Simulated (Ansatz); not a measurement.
**Computed properties of In₂BiSb (ordering on zincblende)**

All numbers come from Ansatz 0.2.0. Non-magnetic throughout. Whether this structure exists isn't addressed.

The cell is In₂BiSb as one 4-atom ordering (P-4m2) on the zincblende lattice; cell and atoms were relaxed with r2SCAN. Space group P-4m2 (No. 115), tetragonal; a = 4.713 Å, c = 6.642 Å in the conventional setting, 36.88 Å³ an atom. Sb is surrounded by 4 In at 2.86 Å; In is surrounded by 2 Sb at 2.86 Å and 2 Bi at 2.91 Å; Bi is surrounded by 4 In at 2.91 Å.

Relaxed lattice by functional, symmetry kept:
```
functional  k mesh  a (Å)  c (Å)  volume (Å³/atom)
       PBE   6×6×4  4.779  6.725             38.39
    r2SCAN   6×6×4  4.713  6.642             36.88
```

On this one geometry the levels give:
```csv
level,k mesh,gap (eV),kind,edges,least direct gap (eV),rough cost
PBE,6×6×4,none (overlap 0.03),–,–,–,40 core-seconds
PBE+SOC,6×6×4,none (overlap 0.41),–,–,–,2 core-minutes
r2SCAN,6×6×4,0,–,–,–,40 core-seconds
```
All runs use a smearing of 0.02 eV.
Wave cutoffs: 420 eV, 500 eV (r2SCAN).
Costs come from shared machines and give only the order; PBE's includes the band path. The runs had 2 threads of Arm Neoverse V1, with other jobs on the host.

r2SCAN gives a gap of zero: filled and empty bands touch at Γ. PBE+SOC gives no gap: the lowest nominally empty band dips 0.41 eV below the top of the last filled one (its bottom at R, the top at Γ), so the cell is a metal or semimetal at this level. With so small a gap spin-orbit coupling can invert the bands, which the size of the gap doesn't show: the edges may have crossed and parted again.

No level opens a gap, but no hybrid is among them, and semilocal functionals can close a real gap.

Only the levels marked +SOC include spin-orbit coupling.
